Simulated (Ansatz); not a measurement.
# GaN (P6_3mc) at 2 levels of theory

One geometry, relaxed with PBE; plane waves with PAW potentials in Ansatz, scalar-relativistic. No spin polarisation. Gaps are the least over mesh and band path; pressure is positive in compression.

Space group P6_3mc (No. 186). a = 3.217 Å, b = 3.217 Å, c = 15.748 Å, α = 90.00°, β = 90.00°, γ = 120.00°
```json
{"atom": "Ga", "site": "2a", "symmetry": "3m.", "x": "0.0000", "y": "0.0000", "z": "0.1875"}
{"atom": "Ga", "site": "2b", "symmetry": "3m.", "x": "0.3333", "y": "0.6667", "z": "0.5207"}
{"atom": "Ga", "site": "2b", "symmetry": "3m.", "x": "0.3333", "y": "0.6667", "z": "0.8540"}
{"atom": "N", "site": "2a", "symmetry": "3m.", "x": "0.0000", "y": "0.0000", "z": "0.3126"}
{"atom": "N", "site": "2b", "symmetry": "3m.", "x": "0.3333", "y": "0.6667", "z": "0.9792"}
{"atom": "N", "site": "2b", "symmetry": "3m.", "x": "0.3333", "y": "0.6667", "z": "0.6459"}
```

```json
{"level": "PBE", "cutoff (eV)": "420", "k mesh": "12×12×2", "gap (eV)": "1.59", "pressure (GPa)": "0.0"}
```

Q: What comes out on the same cell with r2SCAN?

A:
```json
{"level": "r2SCAN", "cutoff (eV)": "500", "k mesh": "12×12×2", "gap (eV)": "2.00", "pressure (GPa)": "-6.1"}
```

The cell was found from a structure generator's guess, not taken from experiment.
